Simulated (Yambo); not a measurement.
**Convergence of the G0W0 gap of CdSe**

G0W0@PBE for CdSe (zinc blende, space group F-43m, No. 216) in Yambo. Reference settings: 4×4×4 Γ-centred k mesh, bands 14 to 259 and a 15 Ry block in the screening, 259 bands in G with the Bruneval-Gonze terminator, plasmon pole fitted at 27.2 eV. The PBE gap Γ → Γ on this mesh is 0.61 eV; G0W0 gaps are taken between the same points.

```csv
change from the reference,G0W0 gap Γ → Γ (eV),shift of the valence edge (eV),rough Yambo cost
reference settings,1.33,-0.69,1
"93 bands in W, 93 bands in G",1.30,-0.52,about 1/3
93 bands in G,1.33,-0.69,–
wavefunctions cut at 30 Ry,1.40,-0.61,within a factor of two
"57 bands in W, 57 bands in G, 3 Ry block",1.20,-0.22,about 1/9
"57 bands in W, 57 bands in G, 9 Ry block",1.30,-0.33,about 1/8
"57 bands in W, 57 bands in G, 12 Ry block",1.31,-0.35,about 1/6
"93 bands in W, 93 bands in G, 3 Ry block",1.15,-0.31,about 1/6
"140 bands in W, 140 bands in G, 6 Ry block",1.27,-0.54,about 1/3
3 Ry block,1.14,-0.36,about 1/2
6 Ry block,1.27,-0.58,within a factor of two
"199 bands in W, 199 bands in G, 12 Ry block",1.32,-0.66,within a factor of two
12 Ry block,1.32,-0.68,within a factor of two
pole fitted at 15 eV,1.31,-0.57,–
pole fitted at 40 eV,1.34,-0.76,–
```

The reference isn't shown to be the converged limit. Costs are rough (shared machines), scaled to the same edge states, and given only for runs that recompute the screening.

Spin-orbit splittings are left out.

Geometry relaxed with PBEsol; primitive cell a = b = c = 4.301 Å, α = β = γ = 60.00°.

A shift is the quasiparticle energy of the state minus its PBE energy.

The potentials are those of PseudoDojo's stringent table.
